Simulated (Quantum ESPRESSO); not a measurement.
**Kohn-Sham bands of Na2S (anti-fluorite)**

```
Na2S
1.0
    0.00000     3.24916     3.24916
    3.24916     0.00000     3.24916
    3.24916     3.24916     0.00000
Na S
2 1
Cartesian
  1.62458   1.62458   1.62458
 -1.62458  -1.62458  -1.62458
  0.00000   0.00000   0.00000
```

Cell from Materials Project (mp-648), symmetrised, no further relaxation. COD (Crystallography Open Database) has the formula in 2 space groups, this one among them (matched by group alone). Method: LDA plane waves in Quantum ESPRESSO 7.5 (PseudoDojo norm-conserving files, 71 Ry, no spin polarisation, no spin-orbit coupling), Bloch states on a 8×8×8 mesh through Γ, Wannier90 4.0.1. Density: 8×8×8 mesh, cold smearing 0.01 Ry.

Problem. List the Kohn-Sham levels between −8 and 5.3 eV relative to the valence-band maximum at the high-symmetry points, as a band run of pw.x on that density gives them (levels within 2 meV counted together).

Solution. 
| point | k (reciprocal lattice) | levels (eV) |
|---|---|---|
| Γ | 0.000 0.000 0.000 | 0.00 (×3), 2.30 |
| X | 0.500 0.000 0.500 | -1.56, -0.49 (×2), 3.66 |
| U | 0.625 0.250 0.625 | -1.30, -0.99, -0.37, 4.38 |
| K | 0.375 0.375 0.750 | -1.30, -0.99, -0.37, 4.38 |
| L | 0.500 0.500 0.500 | -1.74, -0.14 (×2), 4.61 |
| W | 0.500 0.250 0.750 | -1.08 (×2), -0.62, 4.66 |
